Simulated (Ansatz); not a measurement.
## NaZnAsH₄O₆: O-17 NMR of the central transition

Cell: a computed structure from the Materials Project (it need not be an observed phase).

```cif
data_NaZnAsH4O6
_symmetry_space_group_name_H-M 'P-1'
_symmetry_Int_Tables_number 2
_cell_length_a 5.7540
_cell_length_b 6.2179
_cell_length_c 7.9542
_cell_angle_alpha 92.126
_cell_angle_beta 91.443
_cell_angle_gamma 91.385
loop_
_atom_site_label
_atom_site_type_symbol
_atom_site_symmetry_multiplicity
_atom_site_Wyckoff_symbol
_atom_site_fract_x
_atom_site_fract_y
_atom_site_fract_z
Na1 Na 1 e 0.5000 0.5000 0.0000
Na2 Na 1 a 0.0000 0.0000 0.0000
Zn Zn 2 i 0.3135 0.2535 0.3881
H5 H 2 i 0.1315 0.6110 0.0261
H6 H 2 i 0.5406 0.9051 0.1493
H7 H 2 i 0.9376 0.3970 0.1674
H8 H 2 i 0.7504 0.7946 0.2312
As As 2 i 0.1874 0.7486 0.3821
O15 O 2 i 0.8330 0.3245 0.0815
O16 O 2 i 0.6759 0.8194 0.1184
O17 O 2 i 0.2253 0.5151 0.2544
O18 O 2 i 0.2583 0.9677 0.2616
O19 O 2 i 0.8940 0.7575 0.4175
O20 O 2 i 0.6483 0.2637 0.4385
```

One atom of each set is listed.

The numbers come from a DFT calculation in Ansatz (PBE, plane waves and PAW, scalar-relativistic, 420 eV cutoff, Γ-centred 4×4×3 k-points, Fermi–Dirac smearing 0.02 eV).

O-17 has I = 5/2 and Q = -25.58 mb (Pyykkö 2018); at 28.2 T its Larmor frequency is ν₀ = 162.8 MHz. Only the quadrupole interaction is simulated: positions count from each site's isotropic chemical shift, and J coupling is left out, as are shift anisotropy and dipolar coupling, which fast spinning averages.

Task: Give C_Q, η, the quadrupolar product P_Q = |C_Q|(1 + η²/3)^½, the second-order isotropic shift and the breadth of the pattern (fast magic-angle spinning) for each O site.

Result: 

```
site                                                              first shell  C_Q (MHz)     η  P_Q (MHz)  δ_QIS (ppm)  breadth (kHz)
 O15                 2 H at 0.98–0.99 Å, angle 107°; also 2 Na at 2.32–2.33 Å       8.59  0.91       9.70        -21.3           7.72
 O16                 2 H at 0.99–1.00 Å, angle 102°; also 2 Na at 2.36–2.39 Å       8.17  0.78       8.95        -18.1           6.72
 O17  1 As at 1.76 Å, 1 Zn at 2.04 Å; also 2 H at 1.90–2.00 Å, 1 Na at 2.60 Å      -7.52  0.54       7.89        -14.1           5.32
 O18       1 As at 1.74 Å, 1 Zn at 2.02 Å; also 1 H at 1.91 Å, 1 Na at 2.54 Å      -8.25  0.42       8.49        -16.3           6.15
 O19                       1 As at 1.72 Å, 1 Zn at 1.98 Å; also 1 H at 1.70 Å      -8.86  0.43       9.14        -18.9           7.13
 O20                               1 As at 1.70 Å, 1 Zn at 1.96 Å, angle 134°      -9.04  0.30       9.18        -19.1           7.12
```

δ_QIS = −(ν_Q²/30ν₀²)[I(I+1) − 3/4](1 + η²/3) × 10⁶ ppm with ν_Q = 3|C_Q|/[2I(2I−1)]; it falls as 1/B₀² in ppm, and the breadth as 1/B₀ in kHz.

At O17, O18, O19 and O20 V_zz points along the shorter of its two bonds, to As (within 9°) in each case.

The largest force is 0.3 eV/Å, so the atoms aren't at the calculated equilibrium and relaxing them would move these values.
